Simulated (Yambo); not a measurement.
A BSE run in Yambo for KF (rock salt, space group Fm-3m, No. 225) (LDA bands; 10×10×10 mesh, 3 valence and 4 conduction bands, static screening with 21 bands and a 4 Ry block, scissor 4.18 eV, Tamm-Dancoff; field along x) gives:

```csv
state,energy (eV),states within 2 meV,relative strength,class
1,9.13,3,1.00,strong
2,10.08,3,0.10,strong
3,10.11,3,< 0.01,dark
4,10.17,3,< 0.01,dark
5,10.21,2,< 0.01,dark
```

What changes when the window shrinks to 3 valence and 1 conduction bands?

The lowest state goes from 9.126 eV to 9.329 eV, and its distance below the direct gap from 1.452 eV to 1.248 eV. These are vertical excitations (zero momentum). The scissor comes from a G0W0 run whose convergence isn't established.

Geometry relaxed with LDA; primitive cell a = 3.6474 Å, b = 3.6474 Å, c = 3.6474 Å, α = 60.00°, β = 60.00°, γ = 60.00°.
